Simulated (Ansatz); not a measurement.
Nb (bcc (W type)) was relaxed and computed twice in Ansatz (plane waves, PAW), once with PBE and once with PBE+D3(BJ).

```csv
,run 1,run 2
cell,"a = b = c = 3.3089 Å, α = β = γ = 90.00°","a = 3.267 Å, b = 3.267 Å, c = 3.267 Å, α = 90.00°, β = 90.00°, γ = 90.00°"
B₀ by P(V) fit (GPa),168,179
K_Hill (GPa),171,181
G_Hill (GPa),27.5,30.3
Θ_D (K),231,241
```

Q: Which run used which functional?

A: Run 1 is PBE, run 2 is PBE+D3(BJ).

All cells were relaxed under the symmetry of their starts (and spin orders); stability against distortions was not tested throughout. Rows with no word on spin ran without spin polarisation. Scalar-relativistic: spin–orbit coupling is off unless named, which matters more the heavier the elements.

Potentials: the later of the program's two PAW sets.

Ansatz (a first-principles code) is a plane-wave DFT program.
